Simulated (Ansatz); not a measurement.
Bands of TaRh3

```
CELL_PARAMETERS angstrom
3.86978 0.00000 0.00000
0.00000 3.86978 0.00000
0.00000 0.00000 3.86978
ATOMIC_POSITIONS crystal
Ta 0.00000 0.00000 0.00000
Rh 0.00000 0.50000 0.50000
Rh 0.50000 0.50000 0.00000
Rh 0.50000 0.00000 0.50000
```

Atom numbers follow the list: Ta1, Rh2, Rh3, Rh4.

Structure from Materials Project entry mp-1020 (possibly hypothetical), not relaxed further.

No spin–orbit coupling, which matters for the heavy atoms here.

The calculation used DFT, PBEsol, all-electron LAPW, scalar-relativistic (Ansatz 0.2.0).

Numerical set-up: a Γ-centred 9×9×9 k mesh, Fermi–Dirac smearing of 0.05 eV, basis error target 0.5 meV/atom, no spin polarisation.

Points in fractions of the reciprocal vectors of this cell: Γ (0, 0, 0), X (0, 0.5, 0), M (0.5, 0.5, 0), R (0.5, 0.5, 0.5). The path joins them by straight lines in the order Γ–X–M–Γ–R–X–R–M; legs that retrace an earlier one aren't tabulated. Energies are in eV from the Fermi level.

Metal or insulator at this level of theory?

No gap opens: metallic or semimetallic.

Tabulate bands 60 to 65, counted from the lowest band of the run, along the path.


```json
{"k (1/Å)": "0.00", "point": "Γ", "band 60": "0.98", "band 61": "0.98", "band 62": "0.98", "band 63": "3.15", "band 64": "3.15", "band 65": "3.28"}
{"k (1/Å)": "0.12", "point": "", "band 60": "0.75", "band 61": "0.75", "band 62": "0.98", "band 63": "2.72", "band 64": "3.10", "band 65": "3.11"}
{"k (1/Å)": "0.23", "point": "", "band 60": "0.20", "band 61": "0.26", "band 62": "0.98", "band 63": "1.96", "band 64": "2.73", "band 65": "2.73"}
{"k (1/Å)": "0.35", "point": "", "band 60": "-0.44", "band 61": "0.01", "band 62": "0.98", "band 63": "1.05", "band 64": "2.26", "band 65": "2.26"}
{"k (1/Å)": "0.46", "point": "", "band 60": "-0.51", "band 61": "-0.22", "band 62": "0.12", "band 63": "0.98", "band 64": "1.74", "band 65": "1.74"}
{"k (1/Å)": "0.58", "point": "", "band 60": "-0.83", "band 61": "-0.70", "band 62": "-0.24", "band 63": "0.98", "band 64": "1.26", "band 65": "1.26"}
{"k (1/Å)": "0.70", "point": "", "band 60": "-1.28", "band 61": "-1.14", "band 62": "-0.21", "band 63": "0.90", "band 64": "0.90", "band 65": "0.98"}
{"k (1/Å)": "0.81", "point": "X", "band 60": "-1.39", "band 61": "-1.26", "band 62": "-0.19", "band 63": "0.76", "band 64": "0.76", "band 65": "0.98"}
{"k (1/Å)": "0.93", "point": "", "band 60": "-1.25", "band 61": "-1.10", "band 62": "-0.33", "band 63": "0.57", "band 64": "0.96", "band 65": "1.11"}
{"k (1/Å)": "1.04", "point": "", "band 60": "-1.22", "band 61": "-0.84", "band 62": "-0.60", "band 63": "0.26", "band 64": "1.25", "band 65": "1.37"}
{"k (1/Å)": "1.16", "point": "", "band 60": "-1.22", "band 61": "-0.90", "band 62": "-0.73", "band 63": "-0.08", "band 64": "1.33", "band 65": "1.81"}
{"k (1/Å)": "1.28", "point": "", "band 60": "-1.30", "band 61": "-1.20", "band 62": "-0.82", "band 63": "-0.42", "band 64": "1.38", "band 65": "1.78"}
{"k (1/Å)": "1.39", "point": "", "band 60": "-1.43", "band 61": "-1.27", "band 62": "-1.10", "band 63": "-0.71", "band 64": "1.40", "band 65": "1.76"}
{"k (1/Å)": "1.51", "point": "", "band 60": "-1.63", "band 61": "-1.48", "band 62": "-1.21", "band 63": "-0.90", "band 64": "1.41", "band 65": "1.55"}
{"k (1/Å)": "1.62", "point": "M", "band 60": "-1.72", "band 61": "-1.72", "band 62": "-1.18", "band 63": "-0.98", "band 64": "1.41", "band 65": "1.41"}
{"k (1/Å)": "1.79", "point": "", "band 60": "-1.63", "band 61": "-1.27", "band 62": "-1.23", "band 63": "-0.81", "band 64": "1.49", "band 65": "1.59"}
{"k (1/Å)": "1.95", "point": "", "band 60": "-1.54", "band 61": "-1.24", "band 62": "-0.53", "band 63": "-0.41", "band 64": "1.72", "band 65": "1.84"}
{"k (1/Å)": "2.12", "point": "", "band 60": "-1.31", "band 61": "-0.76", "band 62": "-0.07", "band 63": "0.03", "band 64": "1.67", "band 65": "2.00"}
{"k (1/Å)": "2.28", "point": "", "band 60": "-0.90", "band 61": "-0.27", "band 62": "0.18", "band 63": "0.42", "band 64": "1.99", "band 65": "2.22"}
{"k (1/Å)": "2.44", "point": "", "band 60": "-0.23", "band 61": "0.14", "band 62": "0.73", "band 63": "1.15", "band 64": "2.50", "band 65": "2.56"}
{"k (1/Å)": "2.61", "point": "", "band 60": "0.56", "band 61": "0.60", "band 62": "0.92", "band 63": "2.44", "band 64": "2.82", "band 65": "3.04"}
{"k (1/Å)": "2.77", "point": "Γ", "band 60": "0.98", "band 61": "0.98", "band 62": "0.98", "band 63": "3.15", "band 64": "3.15", "band 65": "3.28"}
{"k (1/Å)": "2.97", "point": "", "band 60": "0.39", "band 61": "0.39", "band 62": "0.88", "band 63": "2.15", "band 64": "2.81", "band 65": "2.81"}
{"k (1/Å)": "3.17", "point": "", "band 60": "-0.68", "band 61": "-0.30", "band 62": "0.59", "band 63": "0.77", "band 64": "2.32", "band 65": "2.32"}
{"k (1/Å)": "3.37", "point": "", "band 60": "-0.91", "band 61": "-0.91", "band 62": "-0.68", "band 63": "0.70", "band 64": "1.61", "band 65": "1.61"}
{"k (1/Å)": "3.58", "point": "", "band 60": "-1.26", "band 61": "-1.26", "band 62": "-1.15", "band 63": "0.64", "band 64": "1.35", "band 65": "1.35"}
{"k (1/Å)": "3.78", "point": "", "band 60": "-1.46", "band 61": "-1.46", "band 62": "-0.61", "band 63": "0.59", "band 64": "1.50", "band 65": "1.50"}
{"k (1/Å)": "3.98", "point": "", "band 60": "-0.44", "band 61": "-0.15", "band 62": "0.33", "band 63": "0.56", "band 64": "1.42", "band 65": "1.42"}
{"k (1/Å)": "4.18", "point": "R", "band 60": "0.55", "band 61": "0.55", "band 62": "0.68", "band 63": "0.83", "band 64": "0.83", "band 65": "0.83"}
{"k (1/Å)": "4.34", "point": "", "band 60": "-0.22", "band 61": "0.12", "band 62": "0.41", "band 63": "0.53", "band 64": "1.34", "band 65": "1.42"}
{"k (1/Å)": "4.51", "point": "", "band 60": "-1.13", "band 61": "-0.74", "band 62": "-0.49", "band 63": "0.47", "band 64": "1.63", "band 65": "1.82"}
{"k (1/Å)": "4.67", "point": "", "band 60": "-1.79", "band 61": "-1.47", "band 62": "-0.89", "band 63": "0.39", "band 64": "1.77", "band 65": "1.86"}
{"k (1/Å)": "4.83", "point": "", "band 60": "-1.73", "band 61": "-1.52", "band 62": "-0.63", "band 63": "0.33", "band 64": "1.63", "band 65": "1.87"}
{"k (1/Å)": "5.00", "point": "", "band 60": "-1.33", "band 61": "-1.03", "band 62": "-0.61", "band 63": "0.39", "band 64": "1.27", "band 65": "1.71"}
{"k (1/Å)": "5.16", "point": "", "band 60": "-1.25", "band 61": "-0.95", "band 62": "-0.48", "band 63": "0.60", "band 64": "0.92", "band 65": "1.27"}
{"k (1/Å)": "5.33", "point": "X", "band 60": "-1.39", "band 61": "-1.26", "band 62": "-0.19", "band 63": "0.76", "band 64": "0.76", "band 65": "0.98"}
{"k (1/Å)": "6.47", "point": "R", "band 60": "0.55", "band 61": "0.55", "band 62": "0.68", "band 63": "0.83", "band 64": "0.83", "band 65": "0.83"}
{"k (1/Å)": "6.59", "point": "", "band 60": "0.08", "band 61": "0.37", "band 62": "0.50", "band 63": "0.54", "band 64": "1.26", "band 65": "1.26"}
{"k (1/Å)": "6.71", "point": "", "band 60": "-0.52", "band 61": "-0.29", "band 62": "-0.11", "band 63": "0.34", "band 64": "1.71", "band 65": "1.71"}
{"k (1/Å)": "6.82", "point": "", "band 60": "-1.12", "band 61": "-1.02", "band 62": "-0.83", "band 63": "0.10", "band 64": "1.96", "band 65": "1.96"}
{"k (1/Å)": "6.94", "point": "", "band 60": "-1.67", "band 61": "-1.67", "band 62": "-1.50", "band 63": "-0.20", "band 64": "1.88", "band 65": "1.88"}
{"k (1/Å)": "7.05", "point": "", "band 60": "-1.86", "band 61": "-1.86", "band 62": "-1.45", "band 63": "-0.53", "band 64": "1.67", "band 65": "1.67"}
{"k (1/Å)": "7.17", "point": "", "band 60": "-1.77", "band 61": "-1.77", "band 62": "-1.26", "band 63": "-0.83", "band 64": "1.48", "band 65": "1.48"}
{"k (1/Å)": "7.29", "point": "M", "band 60": "-1.72", "band 61": "-1.72", "band 62": "-1.18", "band 63": "-0.98", "band 64": "1.41", "band 65": "1.41"}
```
